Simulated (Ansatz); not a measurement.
Here is the system:

RuW:
```cif
data_RuW
_chemical_formula_sum 'Ru1 W1'
_space_group_name_H-M_alt 'P 1'
_space_group_IT_number 1
_cell_length_a 3.60594
_cell_length_b 3.60594
_cell_length_c 3.60594
_cell_angle_alpha 60.000
_cell_angle_beta 60.000
_cell_angle_gamma 60.000
loop_
_space_group_symop_operation_xyz
  'x, y, z'
loop_
_atom_site_label
_atom_site_type_symbol
_atom_site_fract_x
_atom_site_fract_y
_atom_site_fract_z
_atom_site_occupancy
Ru1 Ru 0.00000 0.00000 0.00000 1
W1 W 0.50000 0.50000 0.50000 1
```

This is the r²SCAN-relaxed structure.

### Question
All from the program Ansatz at the r²SCAN level (PAW), unless another level is named. Predict the density of states at the Fermi level.

### Answer
0.67 states/eV per atom (mean over ±0.08 eV).

### Question
Next, the formation energy from the elements (no fitted shifts)?

### Answer
1004 meV/atom.

Space group Fm-3m (rock salt). The start of the workflow was typed in or built on a structure type; neither database checked (COD, Materials Project) lists it. Its standing as an ambient phase is unchecked. The cell was relaxed with r²SCAN under the symmetry of its start. At this level the phase is mechanically unstable. No spin polarisation was allowed. Its formation energy is positive at this level, so the cell may be metastable or incomplete. The references are the lowest solids computed at this level, not always the standard phases. Scalar-relativistic: spin–orbit coupling is off unless named, which matters more the heavier the elements.

Potentials: the earlier of the program's two PAW sets.
